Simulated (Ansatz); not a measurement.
MoSe$_{2}$:
```xyz
3
Lattice="0.0000 3.1000 3.1000 3.1000 0.0000 3.1000 3.1000 3.1000 0.0000" Properties=species:S:1:pos:R:3 pbc="T T T"
Mo     0.0000     0.0000     0.0000
Se     1.5500     1.5500     1.5500
Se     4.6500     4.6500     4.6500
```

Relaxed with PBE. Special points in fractions of this cell's reciprocal vectors: Γ (0.000, 0.000, 0.000); X (0.500, 0.000, 0.500); U (0.625, 0.250, 0.625); K (0.375, 0.375, 0.750); L (0.500, 0.500, 0.500); W (0.500, 0.250, 0.750).

**Question.** List the band energies nearest the Fermi level at these points for PBE in the plane-wave PAW code Ansatz.

**Answer.** In eV from the Fermi level; about four levels below and three above (degenerate sets whole), none deeper than 8.9 eV; points with the same levels are listed once.

```csv
k,below,above
Γ,-0.76 -0.76 -0.21 -0.21 -0.21,3.74 3.74 3.74
X,-2.10 -2.10 -0.63 -0.01,1.26 1.44 3.51 3.51
U,-4.53 -2.75 -1.95 -0.15,0.13 0.53 1.46
L,-2.69 -2.69 -0.40 -0.40,1.21 3.59 3.59
W,-3.38 -3.38 -2.04 -0.15,0.36 1.05 1.67 1.67
```

Space group Fm-3m (fluorite or antifluorite type). The cell is a constructed one: a structure type filled with these elements; neither database checked (COD, Materials Project) lists it. It is not the phase usual at ambient conditions (space group No. 194). The PBE relaxation kept the symmetry of its start; whether a distortion lowers the energy is not shown. No spin polarisation was allowed. Scalar-relativistic: spin–orbit coupling is off unless named, which matters more the heavier the elements.

Potentials: the later of the program's two PAW sets.
